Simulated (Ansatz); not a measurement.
Polymorphs of SnGe$_{3}$, each relaxed with the program Ansatz at the PBEsol level (PAW):

A: P-4m2
a = 4.166 Å, b = 4.166 Å, c = 5.919 Å, α = 90.00°, β = 90.00°, γ = 90.00°

| atom | site | symmetry | x | y | z |
|---|---|---|---|---|---|
| Ge | 2g | 2mm. | 0.0000 | 0.5000 | 0.2323 |
| Ge | 1a | -4m2 | 0.0000 | 0.0000 | 0.0000 |
| Sn | 1c | -4m2 | 0.5000 | 0.5000 | 0.5000 |

B: I4/mmm
a = b = 4.3940 Å, c = 8.5029 Å, α = β = γ = 90.00°

```csv
atom,site,symmetry,x,y,z
Sn,2a,4/mmm,0.0000,0.0000,0.0000
Ge,4d,-4m2,0.0000,0.5000,0.2500
Ge,2b,4/mmm,0.0000,0.0000,0.5000
```

Question: Rank these by energy per atom at 0 K (lowest first), as PBEsol gives it.

Answer: A (+0 meV/atom), B (+192 meV/atom)

Typed or built starts, not in the databases checked: A. Standing as an ambient phase not checked: B. All cells were relaxed under the symmetry of their starts (and spin orders); stability against distortions was not tested throughout. Spin–orbit coupling is left out wherever it is not named.

Energies hold the estimated change up to a 700 eV cutoff; steps of a few meV lie near the error of the meshes.

Potentials: the later of the program's two PAW sets.
